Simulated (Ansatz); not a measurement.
HfRu: moving Ru off its site

HfRu, Pm-3m, a = 3.225 Å (as given, not relaxed at this level: 1.1 GPa). The structure is a COD entry; whether it is the stable form wasn't checked. Ansatz: r2SCAN, PAW, 500 eV, Γ-centred 14×14×14 mesh on 2 atoms, Gaussian smearing 0.15 eV; no spin polarisation.

```
CELL_PARAMETERS angstrom
3.22500 0.00000 0.00000
0.00000 3.22500 0.00000
0.00000 0.00000 3.22500
ATOMIC_POSITIONS crystal
Hf 0.00000 0.00000 0.00000
Ru 0.50000 0.50000 0.50000
```

Atom 2 (Ru) moves by x along the unit vector (-1.000, 0.000, 0.000), with its periodic images; all else is held. y is the free energy of the cell over the start, F the force along the path summed over the moved atoms. Symmetry makes y even in x.

| x (Å) | y (meV) | F (eV/Å) |
| --- | --- | --- |
| -0.3000 | ? | ? |
| -0.1500 | 77.7 | 1.03 |
| 0.0000 | 0.0 | 0.00 |
| 0.0375 | 4.9 | -0.26 |
| 0.0750 | 19.4 | -0.52 |
| 0.1125 | 43.8 | -0.78 |
| 0.1875 | 121.2 | -1.28 |
| 0.2250 | 173.6 | -1.51 |
| 0.2625 | 234.3 | -1.73 |

Task: Fit y = c2 x² + c4 x⁴ to the energies of the other rows, give the force constant, and predict energy and force of the missing row.

Result: Least squares on the rows shown. y = 3488.3 x² − 1251.7 x⁴. The force constant is 2 c2 = 6.98 eV/Å² (for all images moving together, not for a lone atom). With two atoms in a cubic cell this is the optical mode at Γ (in a metal it hangs on mesh and smearing): ω = 521.5 √(2 c2/μ) = 171 cm⁻¹ for μ = 64.53 u. The force −dy/dx at the missing row is 1.96 eV/Å (computed 1.95). At x = -0.3000 the fit asked for gives 303.8 meV. The run gave 303.3 meV, so the fit is 0.5 meV too high, a small miss on the scale of the series.

Spin–orbit coupling is left out, which can shift energies with elements as heavy as these.